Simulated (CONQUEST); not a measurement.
# Parameter sweep on Sn₂SeS (Pmc2_1, 8 atoms in the cell; from Materials Project mp-1218960)

```
CELL_PARAMETERS angstrom
      4.03850     0.00000     0.00000
      0.00000     4.65176     0.00000
      0.00000     0.00000    11.48963
ATOMIC_POSITIONS crystal
  Sn 0.00000 0.10539 0.61744
  Sn 0.00000 0.89461 0.11744
  Sn 0.50000 0.35857 0.37707
  Sn 0.50000 0.64143 0.87707
  Se 0.00000 0.75679 0.35275
  Se 0.00000 0.24321 0.85275
  S  0.50000 0.74453 0.65274
  S  0.50000 0.25547 0.15274
```

Base run A: PBEsol, numerical atomic orbitals double-zeta with polarisation (the shipped basis), PseudoDojo norm-conserving potentials made for PBEsol run with CONQUEST, self-consistent single point.

Its settings: basis = DZP; Diag.MPMeshX, Y, Z = 6 5 2; potentials = PseudoDojo norm-conserving PBEsol; Grid.GridCutoff = 140 Ha; DM.SolutionMethod = diagon; Diag.MPShiftY = 0.10000000; Diag.SmearingType = 1; Diag.kT = 0.000735 Ha; Diag.MPOrder = 0; minE.SCTolerance = 1.0e-06; SC.MaxIters = 100; SC.LinearMixingFactor = 0.5; SC.KerkerPreCondition = true; SC.KerkerFactor = 0.1 1/bohr; AtomMove.TypeOfRun = static.

The program uses no crystal symmetry, so grid and mesh can part values that symmetry would make equal. The atom-centred basis is finite, which shifts total energies, pressures and forces against plane waves. The structure comes from a collection of computed structures, made at another level of theory; the collection holds predicted forms beside known ones.

| run | change | pressure (GPa) | largest force (eV/Å) |
|---|---|---|---|
| A | base | -0.68 | 0.341 |
| B | pseudopotentials: PseudoDojo norm-conserving PBEsol → PseudoDojo norm-conserving LDA [LDA (PW92)] | -2.10 | 0.258 |
| C | pseudopotentials: PseudoDojo norm-conserving PBEsol → PseudoDojo norm-conserving PBE; General.DifferentFunctional: default → true; General.FunctionalType: default → -106131 [BLYP] | 5.89 | 0.517 |
| D | General.DifferentFunctional: default → true; General.FunctionalType: default → 104 [Wu-Cohen] | -0.62 | 0.352 |

Run D against A: The pressure hardly changes (-0.68 to -0.62 GPa) and the largest force goes from 0.341 to 0.352 eV/Å.

Run C against A: The pressure goes from -0.68 to 5.89 GPa and the largest force goes from 0.341 to 0.517 eV/Å.

Run B against A: The pressure goes from -0.68 to -2.10 GPa and the largest force goes from 0.341 to 0.258 eV/Å.

Some of these runs use potentials made for another functional than their own.
